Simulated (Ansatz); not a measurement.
MgAu:
```xyz
2
Lattice="3.2573 0.0000 0.0000 0.0000 3.2573 0.0000 0.0000 0.0000 3.2573" Properties=species:S:1:pos:R:3 pbc="T T T"
Mg     1.6286     1.6286     1.6286
Au     0.0000     0.0000     0.0000
```

Relaxed with PBEsol. Special points in fractions of this cell's reciprocal vectors: Γ (0.000, 0.000, 0.000); X (0.000, 0.500, 0.000); M (0.500, 0.500, 0.000); R (0.500, 0.500, 0.500).

Question: List the band energies nearest the Fermi level at these points for the program Ansatz at the PBEsol with spin–orbit coupling level (PAW).

Answer: In eV from the Fermi level; about four levels below and three above (degenerate sets whole), none deeper than 8.9 eV; points with the same levels are listed once.

| k | below | above |
|---|---|---|
| Γ | -4.13 -4.13 -4.13 -4.13 -3.41 -3.41 | 4.54 4.54 5.70 5.70 5.70 5.70 |
| X | -3.67 -3.67 -2.41 -2.41 | 7.46 7.46 7.86 7.86 |
| M | -1.09 -1.09 -0.57 -0.57 | 4.03 4.03 11.49 11.49 |
| R | -3.16 -3.16 -3.16 -3.16 | 0.86 0.86 2.36 2.36 2.36 2.36 |

Space group Pm-3m (CsCl type). The workflow started from a Materials Project entry (that database holds measured and hypothetical structures alike); the Crystallography Open Database files this formula in space group No. 221, but the cells were not matched. Its standing as an ambient phase is unchecked. The PBEsol relaxation kept the symmetry of its start; of distortions, only those at the zone centre were tested.

Potentials: the later of the program's two PAW sets.
